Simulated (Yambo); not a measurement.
# Optical response of CaI2

```
CaI2
1.0
    4.43220     0.00000     0.00000
   -2.21610     3.83840     0.00000
    0.00000     0.00000     6.91955
Ca I
1 2
Direct
  0.00000   0.00000   0.00000
  0.33333   0.66667   0.25745
  0.66667   0.33333   0.74255
```

Yambo, RPA with local fields on PBEsol bands shifted by a G0W0 scissor of 1.82 eV; 6×6×2 mesh, 174 bands, 4 Ry local-field block, 0.2 eV broadening; field along x.

| E (eV) | Im ε | Re ε | Im ε, independent particles |
|---|---|---|---|
| 0.0 | 0.00 | 3.25 | 0.00 |
| 0.5 | 0.01 | 3.26 | 0.01 |
| 1.0 | 0.01 | 3.28 | 0.02 |
| 1.5 | 0.02 | 3.32 | 0.03 |
| 2.0 | 0.03 | 3.38 | 0.04 |
| 2.5 | 0.04 | 3.47 | 0.05 |
| 3.0 | 0.05 | 3.58 | 0.07 |
| 3.5 | 0.07 | 3.74 | 0.10 |
| 4.0 | 0.10 | 3.95 | 0.14 |
| 4.5 | 0.16 | 4.27 | 0.22 |
| 5.0 | 0.29 | 4.78 | 0.40 |
| 5.5 | 0.92 | 5.76 | 1.27 |
| 6.0 | 2.53 | 5.65 | 3.63 |
| 6.5 | 2.92 | 4.43 | 3.99 |
| 7.0 | 3.45 | 4.95 | 5.06 |
| 7.5 | 4.11 | 3.97 | 5.83 |
| 8.0 | 4.93 | 3.33 | 6.93 |
| 8.5 | 5.43 | 1.82 | 7.07 |
| 9.0 | 4.77 | 0.94 | 5.88 |
| 9.5 | 3.89 | -0.73 | 4.15 |
| 10.0 | 2.65 | -0.03 | 3.39 |
| 10.5 | 2.39 | 0.01 | 3.23 |
| 11.0 | 2.43 | 0.22 | 3.37 |
| 11.5 | 2.28 | 0.07 | 2.75 |
| 12.0 | 2.03 | 0.13 | 2.47 |
| 12.5 | 2.03 | 0.12 | 2.21 |
| 13.0 | 1.93 | -0.11 | 1.92 |
| 13.5 | 1.57 | -0.36 | 1.39 |
| 14.0 | 1.10 | -0.15 | 1.14 |
| 14.5 | 1.10 | 0.06 | 1.12 |
| 15.0 | 0.96 | -0.13 | 0.76 |
| 15.5 | 0.80 | 0.11 | 0.76 |
| 16.0 | 0.79 | 0.14 | 0.70 |
| 16.5 | 0.74 | 0.17 | 0.60 |
| 17.0 | 0.62 | 0.29 | 0.57 |
| 17.5 | 0.57 | 0.37 | 0.54 |
| 18.0 | 0.64 | 0.41 | 0.54 |
| 18.5 | 0.66 | 0.42 | 0.48 |
| 19.0 | 0.62 | 0.29 | 0.34 |
| 19.5 | 0.44 | 0.35 | 0.28 |
| 20.0 | 0.41 | 0.42 | 0.27 |

Peak heights and small wiggles depend on the k mesh. Convergence of the RPA response with its 6×6×2 mesh was not tested. The scissor comes from a G0W0 run whose convergence isn't established. No excitonic effects at this level.

Spin-orbit coupling is included.

Geometry relaxed with PBE+D3(BJ).
